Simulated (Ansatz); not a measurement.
An Ansatz input:

```yaml
crystal:
  lattice:
    - [0.0, 2.2770475054, 2.2770475054]
    - [2.2770475054, 0.0, 2.2770475054]
    - [2.2770475054, 2.2770475054, 0.0]
  atoms:
    - { symbol: Cr, position: [0.0, 0.0, 0.0], spin: 1.5 }
    - { symbol: Cr, position: [0.5, 0.5, 0.5], spin: -1.5 }
hamiltonian:
  xc: pbesol
  pseudopotentials:
    kind: paw
    azcp:
      Cr: "pseudopotentials/Cr.paw.azcp"
basis:
  ecutwfc: 420
  fft_grid_basis: typed
kpoints:
  mp_grid: { grid: [13, 13, 13], shift: [0, 0, 0] }
magnetization:
  spin_polarized: true
scf:
  occupations: { method: fermi_dirac, width: 0.05 }
  lower_state_search: "off"
output:
  stress: true
```

Terminal output

```
Warning: the record states the generating functional pbe (its physics header spells it `PBE`), which answers neither for hamiltonian.xc's functional nor for the pbesol family's — results may be inconsistent (PPs are generated against a specific XC)
Engine: ansatz 0.2.0, aarch64-unknown-linux-gnu
Pseudopotentials: kind: paw
Pseudopotential: Cr, paw, valence charge 14, recommended cutoff 420 eV (normal) 
Functional definition: PBEsol
  exchange = pbesol_x
  correlation = pbesol_c
Crystal: 2 atoms, lattice volume = 23.613 Å³
Basis set: ecut = 420 eV, 459 PW (Γ)
Bands: 20, of which v1, the nominal top of the filled ones, is band 14 counted from 1 (13 counted from 0)
Symmetry: 48 space group operations
Space group: Fm-3m (ITA 225), of the structure as read, at distance tolerance 2.9e-5 Å
Magnetic group: BNS 225.121 (UNI 1623), of the structure as read, at distance tolerance 2.9e-5 Å
k-points: 84 of 2197
Non-local potential: Cr, projectors of the file, l = 0: 3, l = 1: 2, l = 2: 3, l = 3: 1
PAW form: soft (Blöchl's): semilocal exchange-correlation on the pseudo side does not see the compensation charge
PAW frozen core: Cr, regenerated for the run's functional, and the local potential with it (the file was generated under x = pbe(κ = 0.804, μ = 0.2195149727645171), c = pbe(β = 0.06672455060314922))
PAW one-centre angular grid: Cr, 590 points (default); XC on 64 Gauss nodes
Initial density: superposition of atomic densities (chi_scale 0.1, normalization cell)
Starting moments: Σ|m| = 3 μB on 2 of 2 sites
Starting magnetic order: antiferromagnet; a translation exchanges its spin sublattices: spin-degenerate at every k-point
Initial wavefunctions: pseudopotential atomic-orbital guess
Functional: x = pbesol(κ = 0.804, μ = 0.12345679012345678), c = pbesol(β = 0.046)
SCF iter   1: F=—  HF=-6698.086311 eV  |F-HF|=—  |Δ(HF+E_count)|=         —  Δρ=1.18e-1 (↑1.18e-1 ↓1.18e-1)  dr2=7.01e0  dr2_m=9.78e-1  M=0.000 μB ∫|m|=1.696 μB  β_m=0.30  ethr=3.10e-3  ⟨swp⟩=3.7  Hψ=5997  notcnv=0
spin=Collinear: Kerker preconditioning applied to the charge; magnetization (m = ρ↑ − ρ↓) channel mixes plain (no charge-response kernel on spin).
SCF iter   2: F=—  HF=-6696.671155 eV  |F-HF|=—  |Δ(HF+E_count)|=    1.42e0  Δρ=6.60e-2 (↑6.60e-2 ↓6.60e-2)  dr2=2.00e0  dr2_m=3.90e-1  M=0.000 μB ∫|m|=1.775 μB  β_m=0.30  ethr=3.10e-3  ⟨swp⟩=2.2  Hψ=3608  notcnv=0  defer=42
SCF iter   3: F=—  HF=-6696.179923 eV  |F-HF|=—  |Δ(HF+E_count)|=   4.91e-1  Δρ=2.65e-2 (↑2.65e-2 ↓2.65e-2)  dr2=7.82e-2  dr2_m=1.01e-1  M=0.000 μB ∫|m|=1.917 μB  β_m=0.30  ethr=3.10e-3  ⟨swp⟩=2.8  Hψ=3240  notcnv=0  defer=42
SCF iter   4: F=—  HF=-6696.165555 eV  |F-HF|=—  |Δ(HF+E_count)|=   1.44e-2  Δρ=2.04e-2 (↑2.04e-2 ↓2.04e-2)  dr2=6.99e-3  dr2_m=8.86e-2  M=0.000 μB ∫|m|=1.826 μB  β_m=0.30  ethr=2.79e-4  ⟨swp⟩=2.6  Hψ=3968  notcnv=0  defer=26
SCF iter   5: F=—  HF=-6696.171635 eV  |F-HF|=—  |Δ(HF+E_count)|=   6.08e-3  Δρ=1.64e-2 (↑1.64e-2 ↓1.64e-2)  dr2=1.79e-3  dr2_m=5.72e-2  M=0.000 μB ∫|m|=1.786 μB  β_m=0.30  ethr=2.50e-5  ⟨swp⟩=2.0  Hψ=3224  notcnv=0  defer=26
...
SCF iter  23: F=—  HF=-6696.229925 eV  |F-HF|=—  |Δ(HF+E_count)|=   5.52e-5  Δρ=8.85e-5 (↑8.85e-5 ↓8.85e-5)  dr2=3.58e-6  dr2_m=2.51e-7  M=0.000 μB ∫|m|=0.008 μB  β_m=0.99  ethr=1.03e-8  ⟨swp⟩=3.0  Hψ=3266  notcnv=0  defer=25
SCF iter  24: F=—  HF=-6696.229925 eV  |F-HF|=—  |Δ(HF+E_count)|=   1.11e-7  Δρ=1.69e-5 (↑1.69e-5 ↓1.69e-5)  dr2=1.15e-7  dr2_m=2.46e-8  M=0.000 μB ∫|m|=0.002 μB  β_m=0.99  ethr=1.03e-8  ⟨swp⟩=2.4  Hψ=2453  notcnv=0  defer=25
iter 25 did not close the SCF: its close was put off for a magnetic moment that had not settled (scf_convergence_deferred on its scf_iter line)
SCF iter  25: F=-6696.229925 eV  HF=-6696.229925 eV  |F-HF|=3.19e-9  |Δ(HF+E_count)|=   2.38e-8  Δρ=3.76e-6 (↑3.76e-6 ↓3.76e-6)  dr2=4.41e-9  dr2_m=4.97e-10  M=0.000 μB ∫|m|=0.000 μB  β_m=1.00  ethr=3.57e-10  ⟨swp⟩=4.0  Hψ=4792  notcnv=0
SCF iter  26: F=-6696.229925 eV  HF=-6696.229925 eV  |F-HF|=9.09e-13  |Δ(HF+E_count)|=  9.03e-10  Δρ=4.01e-7 (↑4.01e-7 ↓4.01e-7)  dr2=1.57e-11  dr2_m=2.26e-11  M=0.000 μB ∫|m|=0.000 μB  ethr=1.58e-11  ⟨swp⟩=1.0  Hψ=5040  notcnv=0
WARN: the starting moments were not kept: the SCF closed with an absolute magnetisation of 5.9e-5 μB, where they sum to 3 μB in size (2 sites). That is at most 0.1 of that sum. Measured as dr2_m measures the in/out step, that magnetisation stands 1.8e-9 eV from none, at or under the dr2_threshold of 1.0e-7 eV: it is no larger than a step whose dr2_m would equal this threshold. The system may hold no moment; this SCF shows only that its start led to no more than that. To try another start: raise the starting moments (crystal.atoms[].spin, magnetization.per_species, magnetization.initial_magnetization, or on a non-collinear deck that types none of these the spinor_matrix: blocks that start its atoms; where the total moment is fixed, keep their sum and leave initial_magnetization as it is; typed ones take the place of any that the run laid by itself, positive ones on a crystal's lanthanoids without a Hubbard term where scf.initial_density.shell_occupations: [] is typed) or, if the notice of its spin-set hold's release reads "site moments contracting" or "site moments show no strong build", lengthen the hold (scf.mixing.spin_hold: { on: { confirm: 4 } }; for m-r²SCAN on two components see the key's manual first). Each may lead to a state that holds a moment. A second SCF, from the converged charge density, with the starting moments and any scf.initial_density.shell_occupations laid on it anew, would have followed, and was not run: the deck does not ask for one (magnetization.retry_lost_moments is false, the default). To let it run, set magnetization.retry_lost_moments: true and run the deck again, where that key's refused combinations let it; where memory then withholds it, that run's warning says so.
SCF 1 converged in 26 iterations: F = -6696.229925 eV  dr2 = 1.57e-11
SCF converged after 26 iterations
Magnetization: 0.0000 μB (14.0000 up, 14.0000 down)
Absolute magnetization: 0.0001 μB (∫|ρ↑−ρ↓|, with the PAW one-centre terms)
Spin contamination: 0.0000 ħ² per cell (⟨S²⟩ above its minimum at these occupations)
Per-site moments (μB) at R_I (Å): [(-2.7118919183953934e-5, 0.9392820959775), (2.7118919183953934e-5, 0.9392820959775)]
Free energy (F): -6696.229925 eV
Harris-Foulkes:  -6696.229925 eV  (|F-HF|=9.09e-13)
Internal energy: -6696.208599 eV  (E = F + TS)
E sigma→0 (E₀):  -6696.219262 eV
Entropy (-TS):   -0.021326 eV (-10.663 meV/atom)
Fermi energy:    18.867009 eV
--- Per-component energies (eV) ---
  E_band       = -298.923696
  E_kinetic    = 693.812116
  E_local      = -2529.968668  (includes V_loc(G=0)·N_el)
  E_nonlocal   = 167.727239
  E_hartree    = 1107.096283
  E_xc         = -278.237300
  E_vxc        = -356.569613  (∫ρ·V_xc dr)
  E_paw        = -2340.215829  (= ΣΔE_a)
  E_vpaw       = -488.117933  (= ΣTr[D̂ρ^β])
  E_aug_tail   = 0.000726  (compensation charges beyond the density's cutoff)
  E_ewald      = -3516.743166
  E_core_change = 0.319999  (= ΣΔE_core)
  E_smearing   = -0.021326  (= −TS)
  E_closure    = 0.000000  (closes the sum)
  Σ components = -6696.229925   (vs F -6696.229925, Δ=0.00e0)
--- Stress (GPa, compression-positive) ---
        8.944048      -0.000000       0.000000
        0.000000       8.944048      -0.000000
        0.000000      -0.000000       8.944048
  P = ⅓ Tr σ = 8.9440 GPa (89.440 kbar)
```

Command:

```sh
ansatz run input.yaml --threads 2 --pin off --max-ram 5120MiB --backend cpu --events-out ev --progress --plain --runs-dir out
```

On 2 threads of Arm Neoverse V2 (shared host) this took about 2.7 s of wall time and 5.2 s of CPU time.
